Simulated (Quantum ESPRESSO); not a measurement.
## In3GaP4 (convergence and cost over cutoff and k mesh)

A calculation, not a measurement. The program is pw.x of Quantum ESPRESSO 7.5 (plane-wave density functional theory). The cell is made up: 8 atoms on a zincblende/diamond lattice, with randomly drawn elements, strain and displacements, not relaxed. PseudoDojo standard norm-conserving files (v0.5 for PBE, v0.4.1 for LDA and PBEsol) set the functional; there is no spin polarisation, spin-orbit coupling or dispersion term, and the masses in the input are unused placeholders.

Input of the run in row 4:

```
&control calculation='scf', pseudo_dir='./dojo.nc.sr.pbe.v0_5.standard.upf', outdir='./o', disk_io='medium', tprnfor=.true., tstress=.true. /
&system ibrav=0, nat=8, ntyp=3, nbnd=42, ecutwfc=79.96652505, nosym=.true., tot_charge=0,
 occupations='smearing', smearing='fd', degauss=0.0018374661
/
&electrons conv_thr=7.350e-09, electron_maxstep=60, /
ATOMIC_SPECIES
Ga 1.0 Ga.upf
In 1.0 In.upf
P 1.0 P.upf
CELL_PARAMETERS angstrom
5.7114 -0.0663 0.0775
-0.0663 5.8225 -0.0063
0.0775 -0.0063 5.6865
ATOMIC_POSITIONS angstrom
In 0.0517 -0.0375 -0.0046
In 0.1138 2.8363 2.9268
Ga 2.8971 -0.0696 3.0272
In 2.8352 2.8929 0.178
P 1.4465 1.6242 1.3829
P 1.4585 4.2944 4.2467
P 4.2606 1.4539 4.3277
P 4.3383 4.2898 1.3638
K_POINTS automatic
4 4 4 1 1 1
```

The same cell was run at these settings. Meshes are shifted by half a step, and differences are from the last row, which is itself not exact.

| cutoff (eV) | k mesh | k points solved | threshold (eV) | free energy less the last row's (eV) | pressure (GPa) | largest stress difference (GPa) | largest force difference (eV/Å) | iterations | wall time (s) | k-point pools | processor |
| --- | --- | --- | --- | --- | --- | --- | --- | --- | --- | --- | --- |
| 762 | 2 x 2 x 2 | 4 | 1e-04 | 2.381 | -7.53 | 15.21 | 0.034 | 7 | 44 | 1 | AMD EPYC, Zen 5 class |
| 1088 | 2 x 2 x 2 | 4 | 1e-07 | 0.429 | 7.90 | 0.32 | 0.028 | 10 | 94 | 1 | AMD EPYC, Zen 5 class |
| 603 | 4 x 4 x 4 | 32 | 1e-07 | 24.178 | -103.82 | 111.55 | 0.031 | 11 | 188 | 1 | AMD EPYC, Zen 5 class |
| 1088 | 4 x 4 x 4 | 32 | 1e-07 | 0.008 | 7.61 | 0.01 | 0.001 | 10 | 495 | 1 | AMD EPYC, Zen 5 class |
| 1377 | 6 x 6 x 6 | 108 | 1e-07 | 0.000 | 7.62 | 0.00 | 0.000 | 10 | 1620 | 1 | AMD EPYC, Zen 5 class |

Each pool is one process. Wall times include start-up and a band step at six k points, which weighs most on the coarsest meshes. The runs were on shared virtual cores whose load varied, so times are rough.